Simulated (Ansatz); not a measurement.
# CoRu$_{3}$ (P-6m2) at 2 levels of theory

One geometry, relaxed with PBE; plane waves with PAW potentials in Ansatz, scalar-relativistic. Collinear spin, ending at 1.3 μB a primitive cell. Gaps are the least over mesh and band path; pressure is positive in compression.

```yaml
crystal:
  lattice:
    - [2.69332, 0.00000, 0.00000]
    - [-1.34666, 2.33248, 0.00000]
    - [0.00000, 0.00000, 8.36802]
  atoms:
    - { symbol: Co, position: [0.33333, 0.66667, 0.50000] }
    - { symbol: Ru, position: [0.33333, 0.66667, 0.00000] }
    - { symbol: Ru, position: [0.66667, 0.33333, 0.25504] }
    - { symbol: Ru, position: [0.66667, 0.33333, 0.74496] }
```

```json
{"level": "PBE", "cutoff (eV)": "420", "k mesh": "18×18×6", "gap (eV)": "0", "pressure (GPa)": "0.0", "largest moment (μB)": "1.35"}
```

**Question.** What comes out on the same cell with r2SCAN?

**Answer.**
| level | cutoff (eV) | k mesh | gap (eV) | pressure (GPa) | largest moment (μB) |
| --- | --- | --- | --- | --- | --- |
| r2SCAN | 500 | 18×18×6 | 0 | -4.8 | 1.85 |

The state reached may not be the lowest one.

It was reached by relaxing an invented guess, and it needn't be the stable form of this composition.
